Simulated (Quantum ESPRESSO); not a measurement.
# Band energies of MgTiF6

```
CELL_PARAMETERS angstrom
      2.60828     1.50589     4.44451
     -2.60828     1.50589     4.44451
      0.00000    -3.01178     4.44451
ATOMIC_POSITIONS crystal
  F  0.67162 0.84246 0.24225
  F  0.32838 0.15754 0.75775
  F  0.24225 0.67162 0.84246
  F  0.75775 0.32838 0.15754
  F  0.84246 0.24225 0.67162
  F  0.15754 0.75775 0.32838
  Mg 0.50000 0.50000 0.50000
  Ti 0.00000 0.00000 0.00000
```

norm-conserving PBEsol (Quantum ESPRESSO, 84 Ry, without SOC); path ΓLB1,BZΓX,QFP1Z,LP; energies in eV from the valence-band maximum.

| k (1/Å) | point | band 28 | band 29 | band 30 | band 31 | band 32 | band 33 | band 34 | band 35 |
|---|---|---|---|---|---|---|---|---|---|
| 0.00 | Γ | -0.39 | -0.38 | -0.23 | 0.00 | 0.00 | 4.89 | 4.89 | 4.89 |
| 0.24 |  | -0.43 | -0.40 | -0.20 | -0.04 | -0.02 | 4.89 | 4.90 | 4.92 |
| 0.49 |  | -0.41 | -0.40 | -0.23 | -0.15 | -0.09 | 4.90 | 4.92 | 4.98 |
| 0.73 | L | -0.38 | -0.36 | -0.29 | -0.24 | -0.14 | 4.90 | 4.93 | 5.00 |
| 0.93 |  | -0.45 | -0.37 | -0.30 | -0.23 | -0.17 | 4.91 | 4.94 | 5.01 |
| 1.32 | B1 | -0.68 | -0.65 | -0.49 | -0.21 | -0.20 | 4.94 | 4.96 | 5.04 |
| 1.32 | B | -0.68 | -0.65 | -0.49 | -0.21 | -0.20 | 4.94 | 4.96 | 5.04 |
| 1.53 |  | -0.69 | -0.52 | -0.40 | -0.23 | -0.22 | 4.95 | 4.98 | 5.03 |
| 1.73 |  | -0.53 | -0.40 | -0.31 | -0.27 | -0.24 | 4.96 | 4.99 | 5.00 |
| 1.94 | Z | -0.37 | -0.35 | -0.35 | -0.26 | -0.26 | 4.95 | 5.00 | 5.00 |
| 2.29 |  | -0.40 | -0.40 | -0.27 | -0.09 | -0.09 | 4.92 | 4.94 | 4.94 |
| 2.47 |  | -0.40 | -0.40 | -0.24 | -0.02 | -0.02 | 4.90 | 4.90 | 4.90 |
| 2.65 | Γ | -0.39 | -0.38 | -0.23 | 0.00 | 0.00 | 4.89 | 4.89 | 4.89 |
| 2.82 |  | -0.42 | -0.40 | -0.20 | -0.02 | -0.01 | 4.89 | 4.90 | 4.90 |
| 3.00 |  | -0.51 | -0.42 | -0.20 | -0.09 | -0.04 | 4.90 | 4.92 | 4.94 |
| 3.36 |  | -0.75 | -0.36 | -0.31 | -0.23 | -0.19 | 4.92 | 4.96 | 5.00 |
| 3.54 | X | -0.71 | -0.44 | -0.40 | -0.34 | -0.12 | 4.91 | 4.96 | 5.04 |
| 3.54 | Q | -0.71 | -0.44 | -0.40 | -0.34 | -0.12 | 4.91 | 4.96 | 5.04 |
| 3.85 | F | -0.56 | -0.53 | -0.43 | -0.42 | -0.05 | 4.88 | 4.98 | 5.07 |
| 3.85 | P1 | -0.74 | -0.47 | -0.42 | -0.38 | -0.11 | 4.92 | 4.99 | 5.04 |
| 4.12 |  | -0.63 | -0.40 | -0.32 | -0.30 | -0.21 | 4.96 | 4.99 | 5.00 |
| 4.25 |  | -0.47 | -0.37 | -0.31 | -0.27 | -0.25 | 4.95 | 4.99 | 5.00 |
| 4.39 | Z | -0.37 | -0.35 | -0.35 | -0.26 | -0.26 | 4.95 | 5.00 | 5.00 |
| 4.39 | L | -0.38 | -0.36 | -0.29 | -0.24 | -0.14 | 4.90 | 4.93 | 5.00 |
| 4.55 |  | -0.45 | -0.36 | -0.34 | -0.27 | -0.14 | 4.90 | 4.95 | 5.00 |
| 4.88 | P | -0.74 | -0.47 | -0.42 | -0.38 | -0.11 | 4.92 | 4.99 | 5.04 |

The PBEsol gap is 4.88 eV and nearly direct: the edges lie at Γ and F, the smallest direct gap within 0.02 eV of it. Another conduction extremum on the path lies within 0.02 eV, too close to call.

Geometry of the Materials Project entry, not relaxed at this level.

The structure is a Materials Project entry; no match was found in the copy of COD used, and its stability was not checked.
